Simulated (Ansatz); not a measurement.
GaN (zinc blende)

```yaml
crystal:
  lattice:
    - [0.00000, 2.27425, 2.27425]
    - [2.27425, 0.00000, 2.27425]
    - [2.27425, 2.27425, 0.00000]
  atoms:
    - { symbol: N, position: [0.75000, 0.75000, 0.75000] }
    - { symbol: Ga, position: [0.00000, 0.00000, 0.00000] }
```

The volume is varied about the relaxed value V₀ at fixed cell shape. Symmetry pins the atoms to their sites.

Method: PBE (plane waves to 420 eV, PAW, scalar-relativistic; Ansatz, a quantum-chemistry and plane-wave program). k mesh 12×12×12 (Γ-centred), Fermi-Dirac smearing 0.05 eV. Compression counts positive. GaN was relaxed with its symmetry unable to fall.

At one point of the scan the stress tensor (GPa) is:

```
   -7.5      0.0      0.0
    0.0     -7.5      0.0
    0.0      0.0     -7.5
```

Q: Which point is it?
A) V/V₀ = 1.083
B) V/V₀ = 1.050
C) V/V₀ = 1.100
D) V/V₀ = 1.067

A: B, V/V₀ = 1.050

(A scan under strain: stresses follow from slopes of the energy per volume, elastic moduli from its curvatures.)
